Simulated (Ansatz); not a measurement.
Computed with DFT PBE, scalar-relativistic, plane waves, PAW in Ansatz 0.2.0. All cells share a 420 eV cutoff and Γ-centred k meshes spaced at most about 0.3 Å⁻¹ (about 0.25 or finer for metals, 2π included). No spin polarisation in the final relaxations.

These are static total energies at zero pressure.

Two relaxed structures of La3AsPt2:

A.

Space group I4/mmm (No. 139). a = 5.752 Å, b = 5.752 Å, c = 11.315 Å, α = 90.00°, β = 90.00°, γ = 90.00°
```
atom  site  symmetry       x       y       z
  La    4d      -4m2  0.0000  0.5000  0.2500
  La    2a     4/mmm  0.0000  0.0000  0.0000
  As    2b     4/mmm  0.5000  0.5000  0.0000
  Pt    4e       4mm  0.5000  0.5000  0.2332
```

B.

Space group P4/mmm (No. 123). a = 5.369 Å, b = 5.369 Å, c = 5.917 Å, α = 90.00°, β = 90.00°, γ = 90.00°
| atom | site | symmetry | x | y | z |
| --- | --- | --- | --- | --- | --- |
| La | 1d | 4/mmm | 0.5000 | 0.5000 | 0.5000 |
| La | 1b | 4/mmm | 0.0000 | 0.0000 | 0.5000 |
| La | 1a | 4/mmm | 0.0000 | 0.0000 | 0.0000 |
| As | 1c | 4/mmm | 0.5000 | 0.5000 | 0.0000 |
| Pt | 2f | mmm. | 0.0000 | 0.5000 | 0.0000 |

Task: Which placement of the atoms is lower in energy, and by how much?

Result: A is lower, by 0.52 eV/atom. The two share one framework of sites and differ in which element sits where. A has space group I4/mmm (No. 139), 31.2 Å³/atom and no gap on its mesh; B has space group P4/mmm (No. 123), 28.4 Å³/atom and no gap. Counting La or Pt atoms around As (for each partner element, those within 1.25 times its shortest distance or 1.15 times the sum of covalent radii, where it is the nearest in units of that sum or under 1.3; a plus sign parts groups by distance over the sum of covalent radii), A has As 2+12 and B has As 2+4. The lower one is the more open, so pressure narrows the difference. Both come from invented guesses.

Spin–orbit coupling, which can matter for Pt, is left out. Cells relaxed within their symmetry can be saddle points.
